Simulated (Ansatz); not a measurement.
Input and command of a plane-wave DFT calculation in Ansatz:

```yaml
crystal:
  lattice:
    - [0.0106078875, 2.82877, 2.82877]
    - [2.82877, 0.0106078875, 2.82877]
    - [2.8393778875, 2.8393778875, 0.0]
  atoms:
    - { symbol: Ge, position: [0.5, 0.5, 0.5] }
    - { symbol: Ge, position: [0.75, 0.75, 0.75] }
basis:
  ecutwfc: 420
kpoints:
  mp_grid: { grid: [14, 14, 14] }
hamiltonian:
  xc: pbesol
scf:
  occupations: { method: gaussian, width: 0.15 }
output:
  forces: true
  stress: true
  eigenvalues: true
  write_density: true
  write_potential: true
  elf: true
  volumetric_format: npy
```

```bash
ansatz run input.yaml --threads 1 --pin off --max-ram 2560MiB --backend cpu --events-out ev --progress --plain --runs-dir out
```

Processor: Intel(R) Xeon(R) Processor @ 2.70GHz, 1 thread, on a host shared with other jobs.

Question: How long does it run, and how much memory does it take?

Answer: About 33 s on 1 thread of Intel(R) Xeon(R) Processor @ 2.70GHz (shared host), peak memory 0.55 GiB. It solves 18 bands at 428 k points (the mesh reduced by the symmetry that the task leaves, which can be less than the crystal's) with about 893 plane waves, in 7 SCF iterations.
